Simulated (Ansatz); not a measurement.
YSi2:
```cif
data_Si2Y
_chemical_formula_sum 'Y1 Si2'
_space_group_name_H-M_alt 'P6/mmm'
_space_group_IT_number 191
_space_group_name_Hall '-P 6 2'
_cell_length_a 4.02750
_cell_length_b 4.02750
_cell_length_c 3.87554
_cell_angle_alpha 90.000
_cell_angle_beta 90.000
_cell_angle_gamma 120.000
loop_
_atom_site_label
_atom_site_type_symbol
_atom_site_symmetry_multiplicity
_atom_site_Wyckoff_symbol
_atom_site_fract_x
_atom_site_fract_y
_atom_site_fract_z
_atom_site_occupancy
Y1 Y 1 a 0.00000 0.00000 0.00000 1
Si1 Si 2 d 0.33333 0.66667 0.50000 1
```

Relaxed at zero pressure with plane-wave PAW LDA (Ansatz code).

Q: The volume is lowered by 9 % and shape and atoms relax at that volume. What pressure results, and how do the axes share the change?

A: 10.9 GPa; a -2.4 %, b -2.4 %, c -4.4 %; the energy rises by 51 meV/atom.

Q: Give the new structure.

A: 
Space group P6/mmm (No. 191); a = 3.929 Å, b = 3.929 Å, c = 3.706 Å, α = 90.00°, β = 90.00°, γ = 120.00°

```tsv
atom	site	symmetry	x	y	z
Y	1a	6/mmm	0.0000	0.0000	0.0000
Si	2d	-6m2	0.3333	0.6667	0.5000
```

The phase is kept; no other phase was compared at this pressure.

Its axis ratio c/a = 0.96 departs by over 6 % from that of the usual cell of this phase: another minimum, or an error of the functional. The cell was relaxed with LDA under the symmetry of its start. At this level the phase is mechanically unstable. The run is not spin-polarised.

Potentials: the later of the program's two PAW sets.
